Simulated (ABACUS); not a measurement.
A self-consistent single point of Mo₂N (P1, 3 atoms in the cell; from Materials Project mp-1221525, changed as shown).

```yaml
crystal:
  lattice:
    - [1.44078, 0.83183, 5.00210]
    - [-1.44078, 0.83183, 5.00210]
    - [0.00000, -1.66367, 5.00210]
  atoms:
    - { symbol: Mo, position: [0.27030, 0.22571, 0.23486] }
    - { symbol: Mo, position: [0.73334, 0.76308, 0.76572] }
    - { symbol: N, position: [0.99637, 0.01122, 0.99942] }
```

Method: ABACUS with PBEsol, numerical atomic orbitals SZP (confined pseudo-atomic orbitals with Gaussian additions; energy shift 0.01 Ry), PseudoDojo 0.4 standard norm-conserving PBEsol (tails mended) pseudopotentials.

ABACUS settings:

| key | value |
|---|---|
| basis | SZP numerical atomic orbitals, energy shift 0.01 Ry |
| KPT | Gamma 12 12 12 0 0 0 |
| basis_type | lcao |
| dft_functional | PBESOL |
| ecutwfc | 100 Ry |
| smearing_method | fd |
| smearing_sigma | 0.00367493 Ry |
| potentials | PseudoDojo 0.4 standard norm-conserving PBEsol (tails mended) |
| symmetry | 1 |
| symmetry_prec | 1e-05 |
| ks_solver | genelpa |
| scf_nmax | 100 |
| scf_thr | 1.0e-07 |
| mixing_type | pulay |
| mixing_beta | 0.7 |

Results:

```
Item                                                      Value
------------------------------------------------  -------------
Number of valence electrons                                  33
Number of bands                                              27
Number of k-points after the program's reduction            868
Size of the basis                                            49
Number of SCF iterations                                     12
Free energy E − TS                                -4106.1654 eV
Fermi level (on the code's own zero)                   20.93 eV
Pressure                                              -1.01 GPa
Largest force (vector length)                        1.245 eV/Å
```

Forces (eV/Å):
```csv
atom,Fx,Fy,Fz
Mo1,-0.427,-0.160,-0.183
Mo2,0.308,0.255,1.178
N3,0.118,-0.094,-0.996
```

Stress (GPa, positive for compression):
```
 1.43   2.09   2.84
 2.09  -1.15   1.77
 2.84   1.77  -3.32
```

For comparison: a first run was changed to give this one (atoms moved at random), and from it to this one the free energy rises by 21.0 meV/atom, the pressure goes from -3.54 to -1.01 GPa and the largest force goes from 0.345 to 1.245 eV/Å.

The atom-centred basis is finite, which shifts total energies, pressures and forces against plane waves. Forces above 1 eV/Å remain at this geometry, of which the finite basis can carry a part. A single-zeta basis is rough, for pressures and forces above all. The structure comes from a collection of computed structures, made at another level of theory; the collection holds predicted forms beside known ones.

Cost on one core: about 60 core-seconds (a rough figure).

The atomic orbitals were generated for these runs; they are not ABACUS's published sets and were checked against plane waves on a few crystals only.

“Tails mended”: in these copies of the files the far tail of each local potential was reset to the Coulomb form.
